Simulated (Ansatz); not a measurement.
# CsCdCl3: pressure coefficient of the gap from its deformation potential

Computed with DFT LDA, scalar-relativistic, plane waves, PAW in Ansatz 0.2.0. Cutoff 420 eV, mesh 6×6×6 in the first runs.

The relaxed cell is Pm-3m with a = 5.112 Å. An equation of state gives B0 = 42.7 GPa at V0 = 26.738 Å³/atom, and gaps on the k mesh of 1.634 eV at 25.919 Å³/atom, 1.590 eV at 26.721 Å³/atom, 1.545 eV at 27.522 Å³/atom.

Problem. Predict dE_g/dP at zero pressure, and compare with cells relaxed under pressure.

Solution. A parabola in ln V through the three points has the slope a = dE_g/d ln V = -1.48 eV at V0. Since dP = −B d ln V, dE_g/dP = −a/B = 34.6 meV/GPa. Separate runs under pressure gave gaps (over the zone) of 1.507 eV at -1.98 GPa, 1.590 eV at 0.03 GPa, 1.649 eV at 1.99 GPa, a slope of 35.7 meV/GPa at zero. The two routes agree within 1.0 meV/GPa. Compression widens this gap. Pressure coefficients of semilocal functionals are as a rule better than their gaps.

Spin-orbit coupling is left out, which matters for the bands of heavy elements.

Symmetry holds off the tilts and polar distortions that many cubic perovskites undergo.